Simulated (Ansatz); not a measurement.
## Data sheet: InAg2 (DFT)

InAg₂:
```
CELL_PARAMETERS angstrom
      0.00000     3.87597     3.87597
      3.87597     0.00000     3.87597
      3.87597     3.87597     0.00000
ATOMIC_POSITIONS crystal
  Ag 0.62500 0.62500 0.62500
  Ag 0.12500 0.62500 0.62500
  Ag 0.62500 0.12500 0.62500
  Ag 0.62500 0.62500 0.12500
  In 0.25000 0.25000 0.25000
  In 0.00000 0.00000 0.00000
```

Space group Fd-3m (No. 227), cubic Laves (MgCu2 type); conventional cell a = b = c = 7.752 Å, α = β = γ = 90.00°.

Method: PBEsol (plane waves, PAW; program Ansatz). The cell and atoms are relaxed at this level. Other levels are named where they apply.

### Cell and energy

```json
{
  "volume_per_atom": "19.41 Å³",
  "density": "9.43 g/cm³",
  "Formation energy from the elements (no fitted shifts)": "0.019 eV/atom"
}
```

### Electronic structure

```json
{
 "electronic_character": "metallic (no gap)",
 "Density of states at the Fermi level": "0.38 states/eV per atom (mean over ±0.08 eV)",
 "Gap with spin–orbit coupling": "none (metallic)"
}
```

### Mechanics

```json
{
 "Bulk modulus (Birch–Murnaghan fit)": "83.3 GPa",
 "Pressure derivative B′": "5.5"
}
```

### Phonons

```json
{
 "highest_zone_centre_frequency": "250 cm⁻¹",
 "zone_centre_stability": "unstable, softest mode 52i cm⁻¹"
}
```

The cell is a constructed one: a structure type filled with these elements; neither database checked (COD, Materials Project) lists it. Its standing as an ambient phase is unchecked. The PBEsol relaxation kept the symmetry of its start. The run is not spin-polarised. As this level gives no gap, phonon frequencies hold no LO–TO term and depend on the k-mesh and smearing (Fermi–Dirac, 0.1 eV here). The references are the lowest solids computed at this level, not always the standard phases. Scalar-relativistic: spin–orbit coupling is off unless named, which matters more the heavier the elements.

Potentials: the earlier of the program's two PAW sets. The files were generated under PBE; for other functionals the program regenerates the frozen cores, and for LDA and PBEsol the local potential too.
